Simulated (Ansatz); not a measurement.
ZnO (CsCl type, Pm-3m) at seven volumes, plane-wave PAW r²SCAN (Ansatz code), scaled uniformly. One row is withheld.

| V (Å³/atom) | P (GPa) |
|---|---|
| 8.427 | 21.99 |
| 8.705 | 13.40 |
| 8.982 | 6.12 |
| 9.260 | -0.02 |
| 9.538 | -5.25 |
| 9.816 | ? |
| 10.094 | -13.44 |

**Question.** Fit the shown pressures and predict the withheld one.

**Answer.** P = (3/2)B₀(x^(7/2) − x^(5/2))[1 + (3/4)(B′ − 4)(x − 1)] with x = (V₀/V)^(2/3). Least squares on the six rows gives V₀ = 9.259 Å³/atom, B₀ = 189 GPa, B′ = 4.51. At V = 9.816, x = 0.9618 and P = -9.68 GPa. The run itself gave -9.69 GPa.

A made-up cell: these elements were put on the sites of a structure type; neither database checked (COD, Materials Project) lists it. It is not the phase usual at ambient conditions (space group No. 186). Symmetry was held in the r²SCAN relaxation. At this level the phase is mechanically unstable.

Potentials: the later of the program's two PAW sets.
